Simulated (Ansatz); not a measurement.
The cell comes from COD entry 4334349, which wasn't checked; take it as a given geometry.

Pt: DFT, PBEsol, PAW with Ansatz's default frozen-core files, scalar-relativistic (Ansatz 0.2.0).

The relaxation starts from this cell:

```xyz
1
Lattice="0.0000 1.9609 1.9609 1.9609 0.0000 1.9609 1.9609 1.9609 0.0000" Properties=species:S:1:pos:R:3 pbc="T T T"
Pt    0.0000    0.0000    0.0000
```

Output:

```
Pt: output.efg is read without spin–orbit coupling, which moves field gradients at and beside such atoms by some per cent and up to a factor of two; PAW files take it under magnetization.noncollinear and magnetization.spin_orbit
Engine: ansatz 0.2.0
Pseudopotentials: kind: paw
Pseudopotential: Pt, paw, valence charge 18, recommended cutoff 420 eV (normal)
Functional definition: PBEsol
  exchange = pbesol_x
  correlation = pbesol_c
Crystal: 1 atoms, lattice volume = 15.080 Å³
Basis set: ecut = 420 eV, 283 PW (Γ), exchange–correlation on 40×40×40 points (8 copies of the dense FFT grid, shifted against one another)
Bands: 13, of which v1, the nominal top of the filled ones, is band 9 counted from 1 (8 counted from 0)
Symmetry: 48 space group operations
Space group: Fm-3m (ITA 225), of the structure as read, at distance tolerance 2.5e-5 Å
k-points: 104 of 2744
Non-local potential: Pt, projectors of the file, l = 0: 3, l = 1: 2, l = 2: 2, l = 3: 1
PAW form: soft (Blöchl's): semilocal exchange-correlation on the pseudo side does not see the compensation charge
PAW frozen core: Pt, regenerated for the run's functional, and the local potential with it (the file was generated under x = pbe(κ = 0.804, μ = 0.2195149727645171), c = pbe(β = 0.06672455060314922))
PAW one-centre angular grid: Pt, 590 points (default); XC on 64 Gauss nodes
Initial density: superposition of atomic densities (neutral atoms: chi_scale 0, normalization atom), corrected by the library's trained network
Initial wavefunctions: pseudopotential atomic-orbital guess
Functional: x = pbesol(κ = 0.804, μ = 0.12345679012345678), c = pbesol(β = 0.046)
SCF iter   1: F=—  HF=-12383.835530 eV  |F-HF|=—  |Δ(HF+E_count)|=         —  Δρ=6.91e-3  dr2=5.27e-3  ethr=1.77e-3  ⟨swp⟩=5.1  Hψ=7536  notcnv=0
preconditioner: auto → none  [metal: Δε(μ)=0.031 eV  Ē_g=14.206 eV  σ=0.050 eV  W_gap=0.15  n_scr=8 (ndim 8)  ℏωp=30.2 eV  f_vac=0.000  D(μ)=1.63/eV (n_scr^D=14)  sad-step TF]
SCF iter   2: F=—  HF=-12383.834113 eV  |F-HF|=—  |Δ(HF+E_count)|=   1.42e-3  Δρ=3.23e-3  dr2=1.04e-3  ethr=2.93e-5  ⟨swp⟩=1.4  Hψ=2303  notcnv=0
SCF iter   3: F=—  HF=-12383.833880 eV  |F-HF|=—  |Δ(HF+E_count)|=   2.33e-4  Δρ=3.74e-4  dr2=7.73e-6  ethr=5.76e-6  ⟨swp⟩=2.0  Hψ=1845  notcnv=0
SCF iter   4: F=—  HF=-12383.833886 eV  |F-HF|=—  |Δ(HF+E_count)|=   6.40e-6  Δρ=6.58e-5  dr2=1.58e-7  ethr=4.30e-8  ⟨swp⟩=2.8  Hψ=2242  notcnv=0
iter 5 did not close the SCF: its close was put off for the readings that it lacked (scf_convergence_deferred on its scf_iter line)
SCF iter   5: F=-12383.833887 eV  HF=-12383.833887 eV  |F-HF|=2.99e-9  |Δ(HF+E_count)|=   1.05e-7  Δρ=6.82e-6  dr2=5.23e-9  ethr=8.80e-10  ⟨swp⟩=2.1  Hψ=2227  notcnv=0
SCF iter   6: F=-12383.833887 eV  HF=-12383.833887 eV  |F-HF|=0.00e0  |Δ(HF+E_count)|=  8.88e-10  Δρ=4.79e-7  dr2=6.12e-12  ethr=2.90e-11  ⟨swp⟩=2.0  Hψ=4003  notcnv=0
SCF 1 converged in 6 iterations: F = -12383.833887 eV  dr2 = 6.12e-12
  greatest PAW one-centre occupation: 1.000 electrons in one spin orbital (limit 2), on the Pt atom at site 0 (counted from 0), in its partial waves of l = 0
relax step   1: F+E_penalty+E_count = -12383.83388659 eV  Δ(F+E_penalty+E_count) = +0.000e0 eV  max|allowed force component| = 0.000e0 eV/Å  Δτ_max = 0.0000 Å  P = -0.879 GPa  Ω = 15.080 Å³  (6 SCF iters, dr2 threshold 1.00e-7 eV, accepted)
Crystal: 1 atoms, lattice volume = 14.950 Å³
Initial density: handed on by an earlier stage of this run
Initial wavefunctions: those handed on with the density
iter 1 solved again at ethr=1.66e-7 eV; its pass at ethr=3.10e-3 eV (dr2=2.98e-5 eV) is discarded
SCF iter   1: F=—  HF=-12383.833652 eV  |F-HF|=—  |Δ(HF+E_count)|=         —  Δρ=6.16e-4  dr2=3.35e-5  ethr=1.66e-7  ⟨swp⟩=2.0  Hψ=9000  notcnv=0
preconditioner: auto → none  [metal: Δε(μ)=0.031 eV  Ē_g=14.324 eV  σ=0.050 eV  W_gap=0.16  n_scr=8 (ndim 8)  ℏωp=30.4 eV  f_vac=0.000  D(μ)=1.62/eV (n_scr^D=14)]
SCF iter   2: F=—  HF=-12383.833646 eV  |F-HF|=—  |Δ(HF+E_count)|=   6.38e-6  Δρ=2.94e-4  dr2=4.13e-6  ethr=1.66e-7  ⟨swp⟩=2.0  Hψ=1827  notcnv=0
SCF iter   3: F=—  HF=-12383.833646 eV  |F-HF|=—  |Δ(HF+E_count)|=   9.70e-8  Δρ=1.06e-4  dr2=6.21e-7  ethr=2.29e-8  ⟨swp⟩=2.2  Hψ=2323  notcnv=0
SCF iter   4: F=-12383.833646 eV  HF=-12383.833646 eV  |F-HF|=9.08e-10  |Δ(HF+E_count)|=   7.23e-8  Δρ=6.64e-6  dr2=1.76e-9  ethr=5.56e-10  ⟨swp⟩=4.0  Hψ=4140  notcnv=0
SCF 2 converged in 4 iterations: F = -12383.833646 eV  dr2 = 1.76e-9
relax step   2: F+E_penalty+E_count = -12383.83364594 eV  Δ(F+E_penalty+E_count) = +2.407e-4 eV  max|allowed force component| = 0.000e0 eV/Å  Δτ_max = 0.0000 Å  P = +1.624 GPa  Ω = 14.950 Å³  energy of the carried Pulay correction = +5.164e-5 eV  (4 SCF iters, dr2 threshold 1.00e-7 eV, rejected (line search))
Crystal: 1 atoms, lattice volume = 15.034 Å³
iter 1 solved again at ethr=6.45e-8 eV; its pass at ethr=3.10e-3 eV (dr2=1.16e-5 eV) is discarded
SCF iter   1: F=—  HF=-12383.834038 eV  |F-HF|=—  |Δ(HF+E_count)|=         —  Δρ=3.98e-4  dr2=1.42e-5  ethr=6.45e-8  ⟨swp⟩=2.0  Hψ=8842  notcnv=0
preconditioner: auto → none  [metal: Δε(μ)=0.031 eV  Ē_g=14.263 eV  σ=0.050 eV  W_gap=0.15  n_scr=8 (ndim 8)  ℏωp=30.3 eV  f_vac=0.000  D(μ)=1.64/eV (n_scr^D=14)]
SCF iter   2: F=—  HF=-12383.834037 eV  |F-HF|=—  |Δ(HF+E_count)|=   1.39e-6  Δρ=1.90e-4  dr2=1.75e-6  ethr=6.45e-8  ⟨swp⟩=2.0  Hψ=1845  notcnv=0
SCF iter   3: F=—  HF=-12383.834033 eV  |F-HF|=—  |Δ(HF+E_count)|=   4.07e-6  Δρ=6.84e-5  dr2=2.63e-7  ethr=9.70e-9  ⟨swp⟩=2.1  Hψ=2310  notcnv=0
SCF iter   4: F=—  HF=-12383.834033 eV  |F-HF|=—  |Δ(HF+E_count)|=   2.48e-8  Δρ=4.15e-6  dr2=7.83e-10  ethr=1.46e-9  ⟨swp⟩=1.2  Hψ=1418  notcnv=0
SCF iter   5: F=—  HF=-12383.834033 eV  |F-HF|=—  |Δ(HF+E_count)|=  7.00e-10  Δρ=5.20e-7  dr2=1.56e-11  ethr=4.35e-12  ⟨swp⟩=2.1  Hψ=2161  notcnv=0
SCF iter   6: F=-12383.834033 eV  HF=-12383.834033 eV  |F-HF|=1.82e-12  |Δ(HF+E_count)|=  3.64e-12  Δρ=1.10e-7  dr2=4.48e-13  ethr=1.00e-12  ⟨swp⟩=5.0  Hψ=5073  notcnv=0
SCF 3 converged in 6 iterations: F = -12383.834033 eV  dr2 = 4.48e-13
relax step   3: F+E_penalty+E_count = -12383.83403254 eV  Δ(F+E_penalty+E_count) = -1.459e-4 eV  max|allowed force component| = 0.000e0 eV/Å  Δτ_max = 0.0000 Å  P = -0.011 GPa  Ω = 15.034 Å³  energy of the carried Pulay correction = +1.819e-5 eV  (6 SCF iters, accepted)
Initial wavefunctions: pseudopotential atomic-orbital guess (no wavefunctions were taken with the density)
iter 1 solved again at ethr=2.03e-8 eV; its pass at ethr=3.10e-3 eV (dr2=3.65e-6 eV) is discarded
SCF iter   1: F=—  HF=-12383.834020 eV  |F-HF|=—  |Δ(HF+E_count)|=         —  Δρ=6.87e-6  dr2=1.21e-9  ethr=2.03e-8  ⟨swp⟩=2.8  Hψ=10880  notcnv=0
preconditioner: auto → none  [metal: Δε(μ)=0.031 eV  Ē_g=14.262 eV  σ=0.050 eV  W_gap=0.15  n_scr=8 (ndim 8)  ℏωp=30.3 eV  f_vac=0.000  D(μ)=1.64/eV (n_scr^D=14)]
SCF iter   2: F=—  HF=-12383.834018 eV  |F-HF|=—  |Δ(HF+E_count)|=   1.73e-6  Δρ=3.12e-6  dr2=2.28e-10  ethr=6.75e-12  ⟨swp⟩=2.0  Hψ=2289  notcnv=0
SCF iter   3: F=—  HF=-12383.834018 eV  |F-HF|=—  |Δ(HF+E_count)|=  2.91e-11  Δρ=6.84e-7  dr2=3.57e-11  ethr=1.27e-12  ⟨swp⟩=2.6  Hψ=2256  notcnv=0
SCF iter   4: F=-12383.834018 eV  HF=-12383.834018 eV  |F-HF|=5.46e-12  |Δ(HF+E_count)|=  1.82e-12  Δρ=1.50e-7  dr2=6.81e-13  ethr=1.00e-12  ⟨swp⟩=5.0  Hψ=5137  notcnv=0
SCF 4 converged in 4 iterations: F = -12383.834018 eV  dr2 = 6.81e-13
relax step   4: F+E_penalty+E_count = -12383.83401779 eV  Δ(F+E_penalty+E_count) = +1.475e-5 eV  max|allowed force component| = 0.000e0 eV/Å  Δτ_max = 0.0000 Å  P = -0.010 GPa  Ω = 15.034 Å³  stress off target by 9.80e-3 GPa  SCF on the basis re-selected at this cell (its energy is not comparable with the rows above)  (4 SCF iters)
basis re-selected at this cell: Δ(F+E_penalty+E_count) = +1.475e-5 eV, ΔP = +0.001 GPa vs the last step (what re-selecting the basis moved, of the pressure what is left beyond the Pulay correction that the steps carried, after the strain that the cell walked since its last selection, with what the two solves' SCF thresholds leave and, on support functions, any second-order correction that the steps lacked; it is no measure of the basis error at this ecutwfc). This SCF's stress stands 9.80e-3 GPa from its target on what of the cell is left free (relax.cell.stress_tol is 5.00e-2 GPa) and its largest allowed force component is 0.00e0 eV/Å (relax.f_tol is 5.00e-3 eV/Å): within both
SCF converged after 4 iterations
Free energy (F): -12383.834018 eV
Harris-Foulkes:  -12383.834018 eV  (|F-HF|=5.46e-12)
Internal energy: -12383.820407 eV  (E = F + TS)
E sigma→0 (E₀):  -12383.827212 eV
Entropy (-TS):   -0.013611 eV (-13.611 meV/atom)
Fermi energy:    23.316658 eV
--- Per-component energies (eV) ---
  E_band       = -130.350721
  E_kinetic    = 638.079954
  E_local      = -1459.009369  (includes V_loc(G=0)·N_el)
  E_nonlocal   = 202.922819
  E_hartree    = 540.612759
  E_xc         = -260.493034
  E_vxc        = -302.614569  (∫ρ·V_xc dr)
  E_paw        = -9316.309763  (= ΣΔE_a)
  E_vpaw       = -290.955265  (= ΣTr[D̂ρ^β])
  E_aug_tail   = 0.000198  (compensation charges beyond the density's cutoff)
  E_ewald      = -2729.910953
  E_core_change = 0.286981  (= ΣΔE_core)
  E_smearing   = -0.013611  (= −TS)
  E_closure    = 0.000000  (closes the sum)
  Σ components = -12383.834018   (vs F -12383.834018, Δ=0.00e0)
--- Forces (eV/Å), atoms counted from 1 ---
  atom   1  Pt     0.00000000    -0.00000000    -0.00000000
  max |Σ_I F_I| component: 4.52e-32 eV/Å
--- Stress (GPa, compression-positive) ---
       -0.009801      -0.000000      -0.000000
       -0.000000      -0.009801      -0.000000
       -0.000000      -0.000000      -0.009801
  P = ⅓ Tr σ = -0.0098 GPa (-0.098 kbar)
--- PAW observables at the nuclei: V_zz in 10²¹ V/m², potentials from the cell's mean, atoms counted from 1 ---
  atom   1  Pt V_zz =    +0.000000   η = 0.0000   by run symmetry: forbidden
            electrostatic potential = -16129.231818 V   contact ρ = 12069306.506461 e/Å³
--- Relaxed structure (3 steps of the walk, 2 accepted, 1 SCFs on fresh bases) ---
  F+E_penalty+E_count = -12383.83401779 eV   max|allowed force component| = 0.000e0 eV/Å   (the final SCF, on the basis selected at the relaxed cell)
  cell:  # Å, volume = 15.0340 Å³
    - [-2.292917414803016e-34, 1.9589105855965667, 1.9589105855965667]
    - [1.9589105855965667, 6.369215041119488e-34, 1.9589105855965667]
    - [1.9589105855965667, 1.9589105855965667, -1.528611609868677e-34]
  atoms:
    - { symbol: Pt, position: [0.0, 0.0, 0.0] }
```
